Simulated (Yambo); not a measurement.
Yambo input for ScF$_{3}$ (space group R32, No. 155, within 0.06 Å of Pm-3m) (a = 4.0168 Å, b = 4.0168 Å, c = 4.0168 Å, α = 90.02°, β = 90.02°, γ = 90.02°), on norm-conserving PBEsol (Quantum ESPRESSO, 84 Ry, scalar-relativistic) wavefunctions on a 8×8×8 mesh:…

```
optics
chi
dipoles
kernel
FFTGvecs= 40 Ry
Chimod= "HARTREE"
NGsBlkXd= 4 Ry
% QpntsRXd
 1 | 1 |
%
% BndsRnXd
 2 | 54 |
%
GrFnTpXd= "R"
% EnRngeXd
 0.0 | 20.0 | eV
%
% DmRngeXd
 0.2 | 0.2 | eV
%
CGrdSpXd= 50
ETStpsXd= 161
% LongDrXd
 1.0 | 0.0 | 0.0 |
%
% XfnQP_E
 5.089 | 1.0 | 1.0 |
%
```

First lines of the file o-*.eps_q1_inv_rpa_dyson:

```
Absorption @ Q(1):   1.00000000     0.00000000     0.00000000    [q->0 direction]
#
# [ X ] Hartree size     :   63
# [GEN] GF Energies     : Perdew, Burke & Ernzerhof SOL(X)+Perdew, Burke & Ernzerhof SOL(C)+ user defined corrections @E
# [GEN] Green`s Function     : Retarded
#
# [GEN] Gauge     : Length
# [GEN] [r,Vnl] included     : yes
#
#    E[1] [eV]     Im(eps)     Re(eps)     Im(eps_o)     Re(eps_o)
#
     0.000000     -0.42666E-17     1.840208     0.24522E-18     1.899685
     0.125000     0.149957E-3     1.840255     0.157017E-3     1.899734
     0.250000     0.300049E-3     1.840396     0.314173E-3     1.899881
     0.375000     0.450409E-3     1.840630     0.471607E-3     1.900127
     0.500000     0.601173E-3     1.840958     0.629460E-3     1.900470
     0.625000     0.752476E-3     1.841381     0.787871E-3     1.900913
     0.750000     0.904456E-3     1.841899     0.946985E-3     1.901455
     0.875000     0.001057     1.842511     0.001107     1.902096
     1.000000     0.001211     1.843219     0.001268     1.902837
     1.125000     0.001366     1.844024     0.001430     1.903680
     1.250000     0.001522     1.844925     0.001593     1.904624
     1.375000     0.001679     1.845925     0.001758     1.905670
     1.500000     0.001839     1.847023     0.001925     1.906820
     1.625000     0.001999     1.848222     0.002093     1.908075
     1.750000     0.002162     1.849521     0.002263     1.909435
     1.875000     0.002327     1.850922     0.002435     1.910902
     2.000000     0.002493     1.852427     0.002610     1.912477
     2.125000     0.002663     1.854037     0.002787     1.914162
     2.250000     0.002835     1.855753     0.002967     1.915958
     2.375000     0.003009     1.857578     0.003149     1.917867
     2.500000     0.003187     1.859512     0.003335     1.919892
     2.625000     0.003367     1.861558     0.003524     1.922033
     2.750000     0.003552     1.863719     0.003716     1.924293
     2.875000     0.003739     1.865995     0.003912     1.926675
     3.000000     0.003931     1.868389     0.004112     1.929180
     3.125000     0.004127     1.870905     0.004317     1.931812
     3.250000     0.004327     1.873544     0.004526     1.934572
     3.375000     0.004531     1.876309     0.004740     1.937465
     3.500000     0.004741     1.879204     0.004959     1.940493
     3.625000     0.004956     1.882231     0.005183     1.943659
     3.750000     0.005176     1.885394     0.005413     1.946966
     3.875000     0.005403     1.888696     0.005649     1.950420
     4.000000     0.005635     1.892142     0.005892     1.954023
```
(The file goes on to the top of the energy range.) Convergence of the RPA response with its 8×8×8 mesh was not tested. The scissor comes from a G0W0 run whose convergence isn't established.

Geometry relaxed with PBEsol.
